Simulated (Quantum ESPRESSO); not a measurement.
# AlSi3NC3: one run as intended and one with a planted mistake

Simulated, not a measurement. The program is pw.x of Quantum ESPRESSO 7.5 (plane-wave density functional theory). The cell is made up: 8 atoms on a wurtzite lattice, with randomly drawn elements, strain and displacements, not relaxed. PseudoDojo standard norm-conserving files (v0.5 for PBE, v0.4.1 for LDA and PBEsol) set the functional; there is no spin polarisation, spin-orbit coupling or dispersion term, and the masses in the input are unused placeholders.

Intended input:

```
&control calculation='scf', pseudo_dir='./dojo.nc.sr.pbe.v0_5.standard.upf', outdir='./o', disk_io='medium', tprnfor=.true., tstress=.true. /
&system ibrav=0, nat=8, ntyp=4, nbnd=22, ecutwfc=84.00895049, nosym=.true., tot_charge=0,
 occupations='smearing', smearing='fd', degauss=0.0018374661
/
&electrons conv_thr=7.350e-09, electron_maxstep=60, /
ATOMIC_SPECIES
Al 1.0 Al.upf
C 1.0 C.upf
N 1.0 N.upf
Si 1.0 Si.upf
CELL_PARAMETERS angstrom
3.087 -0.0047 -0.0068
-0.0081 5.3525 0.0322
-0.0111 0.0304 4.9855
ATOMIC_POSITIONS angstrom
Al 0.0241 0.0654 -0.0364
Si 1.6388 2.793 -0.1741
Si 1.6651 0.7939 2.5623
Si -0.1094 3.5206 2.4463
N -0.1115 -0.0146 1.8958
C 1.594 2.5595 1.8974
C 1.5257 0.9893 4.5201
C 0.1034 3.5444 4.3989
K_POINTS automatic
6 4 4 1 1 1
```

The log is shortened where brackets say so; the opening notice, blank lines, dates and the lines on written files are dropped, and the path of the files is cut. It prints rydbergs, bohrs and kilobars, and counts compression as positive stress. Where no state is partly filled, the Fermi energy that it prints is only some level between the filled and the empty states on the mesh, and need not lie in the true gap.

Log of the intended run:

```
     Program PWSCF v.7.5
     Parallel version (MPI & OpenMP), running on       1 processor cores
     Number of MPI processes:                 1
     Threads/MPI process:                     1
     [start-up lines left out]
     bravais-lattice index     =            0
     lattice parameter (alat)  =       5.8336  a.u.
     unit-cell volume          =     555.8781 (a.u.)^3
     number of atoms/cell      =            8
     number of atomic types    =            4
     number of electrons       =        32.00
     number of Kohn-Sham states=           22
     kinetic-energy cutoff     =      84.0090  Ry
     charge density cutoff     =     336.0358  Ry
     scf convergence threshold =      7.3E-09
     mixing beta               =       0.7000
     number of iterations used =            8  plain     mixing
     Exchange-correlation= PBE
                           (   1   4   3   4   0   0   0)
     [axes and pseudopotential details left out]
   Cartesian axes
     site n.     atom                  positions (alat units)
         1        Al     tau(   1) = (   0.0078069   0.0211855  -0.0117913  )
         2        Si     tau(   2) = (   0.5308695   0.9047587  -0.0563976  )
         3        Si     tau(   3) = (   0.5393891   0.2571743   0.8300262  )
         4        Si     tau(   4) = (  -0.0354388   1.1404559   0.7924494  )
         5        N      tau(   5) = (  -0.0361191  -0.0047295   0.6141215  )
         6        C      tau(   6) = (   0.5163571   0.8291192   0.6146398  )
         7        C      tau(   7) = (   0.4942321   0.3204718   1.4642319  )
         8        C      tau(   8) = (   0.0334952   1.1481656   1.4249706  )
     number of k points=    48  Fermi-Dirac smearing, width (Ry)=  0.0018
                       cart. coord. in units 2pi/alat
        k(    1) = (   0.0836128   0.0717552   0.0771484), wk =   0.0416667
        k(    2) = (   0.0839524   0.0708244   0.2319543), wk =   0.0416667
     [further k points left out]
     Dense  grid:    57749 G-vectors     FFT dimensions: (  36,  60,  60)
     Estimated max dynamical RAM per process >      67.81 MB
     Initial potential from superposition of free atoms
     starting charge      31.9956, renormalised to      32.0000
     Starting wfcs are   32 randomized atomic wfcs
     total cpu time spent up to now is        7.2 secs
     per-process dynamical memory:    54.2 Mb
     Self-consistent Calculation
     iteration #  1     ecut=    84.01 Ry     beta= 0.70
     Davidson diagonalization with overlap
     ethr =  1.00E-02,  avg # of iterations =  3.4
     total cpu time spent up to now is       24.2 secs
     total energy              =     -86.11149356 Ry
     estimated scf accuracy    <       2.17813433 Ry
     iteration #  2     ecut=    84.01 Ry     beta= 0.70
     Davidson diagonalization with overlap
     ethr =  6.81E-03,  avg # of iterations =  2.0
     total cpu time spent up to now is       36.1 secs
     total energy              =     -86.64083720 Ry
     estimated scf accuracy    <       1.42820660 Ry
     [iterations 3 to 10 left out]
     iteration # 11     ecut=    84.01 Ry     beta= 0.70
     Davidson diagonalization with overlap
     ethr =  6.80E-10,  avg # of iterations =  2.0
     total cpu time spent up to now is      191.0 secs
     total energy              =     -86.96258006 Ry
     estimated scf accuracy    <       0.00000003 Ry
     iteration # 12     ecut=    84.01 Ry     beta= 0.70
     Davidson diagonalization with overlap
     ethr =  8.77E-11,  avg # of iterations =  2.3
     total cpu time spent up to now is      207.8 secs
     End of self-consistent calculation
     [lines on levels left out]
     the Fermi energy is    10.7640 ev
!    total energy              =     -86.96258007 Ry
     estimated scf accuracy    <          5.0E-09 Ry
     smearing contrib. (-TS)   =       0.00000000 Ry
     internal energy E=F+TS    =     -86.96258007 Ry
     The total energy is F=E-TS. E is the sum of the following terms:
     one-electron contribution =      15.22431841 Ry
     hartree contribution      =      13.01465541 Ry
     xc contribution           =     -31.21301087 Ry
     ewald contribution        =     -83.98854302 Ry
     convergence has been achieved in  12 iterations
     Forces acting on atoms (cartesian axes, Ry/au):
     atom    1 type  1   force =    -0.02841479   -0.04917660    0.01999871
     atom    2 type  4   force =     0.01212208   -0.13697672    0.11025453
     atom    3 type  4   force =    -0.11779297    0.10224808    0.08552702
     atom    4 type  4   force =     0.11980128   -0.00285328    0.05901320
     atom    5 type  3   force =     0.10456592   -0.08936271    0.01390266
     atom    6 type  2   force =    -0.08607842    0.04140622   -0.05270709
     atom    7 type  2   force =     0.05084306    0.03519093   -0.14779296
     atom    8 type  2   force =    -0.05504615    0.09952407   -0.08819608
     Total force =     0.401963     Total SCF correction =     0.000125
     Computing stress (Cartesian axis) and pressure
          total   stress  (Ry/bohr**3)                   (kbar)     P=      110.98
   0.00154740   0.00004466  -0.00002751          227.63        6.57       -4.05
   0.00004466   0.00056486  -0.00012610            6.57       83.09      -18.55
  -0.00002751  -0.00012610   0.00015110           -4.05      -18.55       22.23
     init_run     :      6.86s CPU      7.05s WALL (       1 calls)
     electrons    :    186.02s CPU    200.67s WALL (       1 calls)
     forces       :      3.57s CPU      3.79s WALL (       1 calls)
     stress       :     13.36s CPU     13.56s WALL (       1 calls)
     [timing details left out]
     PWSCF        :   3m30.07s CPU   3m45.57s WALL
     JOB DONE.
```

A second run has one planted mistake: two atoms have their elements exchanged. The input lines that differ, file-writing options aside:

```
- Al 0.0241 0.0654 -0.0364
+ C 0.0241 0.0654 -0.0364
- C 1.5257 0.9893 4.5201
+ Al 1.5257 0.9893 4.5201
```

Its log:

```
     Program PWSCF v.7.5
     Parallel version (MPI & OpenMP), running on       1 processor cores
     Number of MPI processes:                 1
     Threads/MPI process:                     1
     [start-up lines left out]
     bravais-lattice index     =            0
     lattice parameter (alat)  =       5.8336  a.u.
     unit-cell volume          =     555.8781 (a.u.)^3
     number of atoms/cell      =            8
     number of atomic types    =            4
     number of electrons       =        32.00
     number of Kohn-Sham states=           22
     kinetic-energy cutoff     =      84.0090  Ry
     charge density cutoff     =     336.0358  Ry
     scf convergence threshold =      7.3E-09
     mixing beta               =       0.7000
     number of iterations used =            8  plain     mixing
     Exchange-correlation= PBE
                           (   1   4   3   4   0   0   0)
     [axes and pseudopotential details left out]
   Cartesian axes
     site n.     atom                  positions (alat units)
         1        C      tau(   1) = (   0.0078069   0.0211855  -0.0117913  )
         2        Si     tau(   2) = (   0.5308695   0.9047587  -0.0563976  )
         3        Si     tau(   3) = (   0.5393891   0.2571743   0.8300262  )
         4        Si     tau(   4) = (  -0.0354388   1.1404559   0.7924494  )
         5        N      tau(   5) = (  -0.0361191  -0.0047295   0.6141215  )
         6        C      tau(   6) = (   0.5163571   0.8291192   0.6146398  )
         7        Al     tau(   7) = (   0.4942321   0.3204718   1.4642319  )
         8        C      tau(   8) = (   0.0334952   1.1481656   1.4249706  )
     number of k points=    48  Fermi-Dirac smearing, width (Ry)=  0.0018
                       cart. coord. in units 2pi/alat
        k(    1) = (   0.0836128   0.0717552   0.0771484), wk =   0.0416667
        k(    2) = (   0.0839524   0.0708244   0.2319543), wk =   0.0416667
     [further k points left out]
     Dense  grid:    57749 G-vectors     FFT dimensions: (  36,  60,  60)
     Estimated max dynamical RAM per process >      67.81 MB
     Initial potential from superposition of free atoms
     starting charge      31.9956, renormalised to      32.0000
     Starting wfcs are   32 randomized atomic wfcs
     total cpu time spent up to now is       11.2 secs
     per-process dynamical memory:    54.2 Mb
     Self-consistent Calculation
     iteration #  1     ecut=    84.01 Ry     beta= 0.70
     Davidson diagonalization with overlap
     ethr =  1.00E-02,  avg # of iterations =  3.4
     total cpu time spent up to now is       26.0 secs
     total energy              =     -85.85164933 Ry
     estimated scf accuracy    <       1.19848491 Ry
     iteration #  2     ecut=    84.01 Ry     beta= 0.70
     Davidson diagonalization with overlap
     ethr =  3.75E-03,  avg # of iterations =  2.0
     total cpu time spent up to now is       43.3 secs
     total energy              =     -86.13442773 Ry
     estimated scf accuracy    <       0.46622051 Ry
     [iterations 3 to 11 left out]
     iteration # 12     ecut=    84.01 Ry     beta= 0.70
     Davidson diagonalization with overlap
     ethr =  3.04E-11,  avg # of iterations =  4.9
     total cpu time spent up to now is      211.0 secs
     total energy              =     -86.23521217 Ry
     estimated scf accuracy    <          7.6E-09 Ry
     iteration # 13     ecut=    84.01 Ry     beta= 0.70
     Davidson diagonalization with overlap
     ethr =  2.37E-11,  avg # of iterations =  2.0
     total cpu time spent up to now is      227.7 secs
     End of self-consistent calculation
     [lines on levels left out]
     the Fermi energy is    10.3138 ev
!    total energy              =     -86.23521217 Ry
     estimated scf accuracy    <          1.2E-09 Ry
     smearing contrib. (-TS)   =      -0.00019152 Ry
     internal energy E=F+TS    =     -86.23502065 Ry
     The total energy is F=E-TS. E is the sum of the following terms:
     one-electron contribution =      16.59667234 Ry
     hartree contribution      =      12.19280388 Ry
     xc contribution           =     -31.03194963 Ry
     ewald contribution        =     -83.99254723 Ry
     convergence has been achieved in  13 iterations
     Forces acting on atoms (cartesian axes, Ry/au):
     atom    1 type  2   force =    -0.03881045   -0.16186869    0.07012837
     atom    2 type  4   force =     0.04643858    0.39202461    0.19015798
     atom    3 type  4   force =    -0.08938202    0.02554094   -0.27501423
     atom    4 type  4   force =     0.11647344    0.02762380    0.02370351
     atom    5 type  3   force =     0.11046961   -0.09521960   -0.08474497
     atom    6 type  2   force =    -0.08901735    0.03440998   -0.06582284
     atom    7 type  1   force =    -0.00648859   -0.42126417    0.19158480
     atom    8 type  2   force =    -0.04968323    0.19875314   -0.04999263
     Total force =     0.790167     Total SCF correction =     0.000047
     Computing stress (Cartesian axis) and pressure
          total   stress  (Ry/bohr**3)                   (kbar)     P=      388.78
   0.00204972   0.00029225  -0.00021922          301.52       42.99      -32.25
   0.00029225   0.00313132   0.00036698           42.99      460.63       53.98
  -0.00021922   0.00036698   0.00274754          -32.25       53.98      404.18
     init_run     :     10.56s CPU     11.03s WALL (       1 calls)
     electrons    :    200.85s CPU    216.58s WALL (       1 calls)
     forces       :      2.46s CPU      2.51s WALL (       1 calls)
     stress       :      9.81s CPU      9.89s WALL (       1 calls)
     [timing details left out]
     PWSCF        :   3m43.87s CPU   4m 0.36s WALL
     JOB DONE.
```

|  | intended run | run with the mistake |
| --- | --- | --- |
| free energy (eV) | -1183.186 | -1173.290 |
| smearing term -TS (eV) | 0.0000 | -0.0026 |
| pressure (GPa) | 11.10 | 38.88 |
| largest force component (eV/Å) | 3.800 | 10.831 |
| largest change of a force component (eV/Å) |  | 13.601 |
| iterations | 12 | 13 |

For scale, a rerun of the intended cell at 1437 eV and a 8 x 6 x 6 mesh moved values by no more than 0.002 eV in energy, 0.08 GPa in stress and 0.005 eV/Å in force.